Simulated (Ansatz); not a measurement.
## Data sheet: CdPt (DFT)

CdPt:
```
CdPt
1.0
    2.98143     0.00000     0.00000
    0.00000     2.98143     0.00000
    0.00000     0.00000     3.82961
Cd Pt
1 1
Direct
  0.00000   0.00000   0.00000
  0.50000   0.50000   0.50000
```

Space group P4/mmm (No. 123), L1₀ or tetragonal B2; conventional cell a = b = 2.981 Å, c = 3.830 Å, α = β = γ = 90.00°.

Method: r²SCAN (plane waves, PAW; program Ansatz). Structure relaxed to zero pressure with the same functional. Other levels are named where they apply.

Cell and energy:

| Quantity | Result |
|---|---|
| Volume per atom | 17.02 Å³ |
| Density | 15.00 g/cm³ |
| Formation energy from the elements (no fitted shifts) | -39 kJ/mol of atoms |

Electronic structure:

| Quantity | Value |
|---|---|
| Electronic character | metallic (no gap) |
| Density of states at the Fermi level | 0.25 states/eV per atom (mean over ±0.08 eV) |

The first step of the workflow began from a Materials Project structure, measured or hypothetical; the Crystallography Open Database copy checked does not list it. With Cd and Pt taken as one species the cell has the higher symmetry I4/mmm, so it may be an ordered model of a mixed-site phase. Its standing as an ambient phase is unchecked. The r²SCAN relaxation kept the symmetry of its start; its stability against distortions is not shown here. No spin polarisation was allowed. Axis ratios of metals converge slowly with the k-mesh, so a and c are less sure than the volume. The references are the lowest solids computed at this level, not always the standard phases. Spin–orbit coupling is left out wherever it is not named.

Potentials: the later of the program's two PAW sets.
